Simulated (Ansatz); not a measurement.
**Notes on Tl5Ga2Si**

```
CELL_PARAMETERS angstrom
0.00000 0.00000 5.71064
5.85791 -5.85791 2.85532
5.85791 5.85791 -2.85532
ATOMIC_POSITIONS crystal
Ga 0.66830 0.50000 0.83660
Ga 0.16830 0.16340 0.50000
Ga 0.33170 0.50000 0.16340
Ga 0.83170 0.83660 0.50000
Tl 0.21346 0.85692 0.28384
Tl 0.07038 0.71616 0.85692
Tl 0.78654 0.14308 0.71616
Tl 0.92962 0.28384 0.14308
Tl 0.28654 0.28384 0.85692
Tl 0.42962 0.85692 0.71616
Tl 0.71346 0.71616 0.14308
Tl 0.57038 0.14308 0.28384
Tl 0.75000 0.50000 0.50000
Tl 0.25000 0.50000 0.50000
Si 0.25000 0.00000 0.00000
Si 0.75000 0.00000 0.00000
```

Single point in Ansatz 0.2.0 with r2SCAN, no spin polarisation. Cutoff 500 eV, PAW datasets, 7×7×7 Γ-centred k mesh, fermi-dirac filling (width 0.1 eV).

Question: What is the formation energy?

Answer: 0.29 eV an atom against the elements' usual phases (free molecules for gases, crystals otherwise, with no correction for O₂ or N₂), so at this geometry it isn't bound against them. Relaxing would lower it.

Question: Where is the largest force?

Answer: The largest is on Tl6 (and as large on other atoms): 0.36 eV/Å, components (-0.20, 0.30, 0.00). It makes 134° with the line to a nearest neighbour, Si15 at 3.00 Å.

Question: Describe some of the short contacts.

Answer: Tl–Tl at 2.86 Å: least valence density 0.30 e/Å³ and ELF 0.27 there. Tl–Si at 3.00 Å: least valence density 0.21 e/Å³ and ELF 0.38 there. Ga–Tl at 3.11 Å: least valence density 0.17 e/Å³ and ELF 0.32 there. Si–Si at 2.86 Å is left out, since its least density falls inside a PAW sphere. Both are smooth PAW fields, read partly inside the augmentation spheres.

Question: Metal or insulator?

Answer: It is a metal, with about 7.9 states/eV a cell as the mean within 0.25 eV of the Fermi level, mostly Tl p (37 %), Ga p (28 %) and Si p (13 %).

Question: Is the cell too large or too small?

Answer: The pressure is 3.0 GPa (compression positive), so with the atoms held at these fractions the cell would first expand. The principal stresses 2.3, 2.3, 4.4 GPa differ, so its shape would change too.

Origin: a known structure type with other elements, at an estimated volume, so it need not be a known compound.
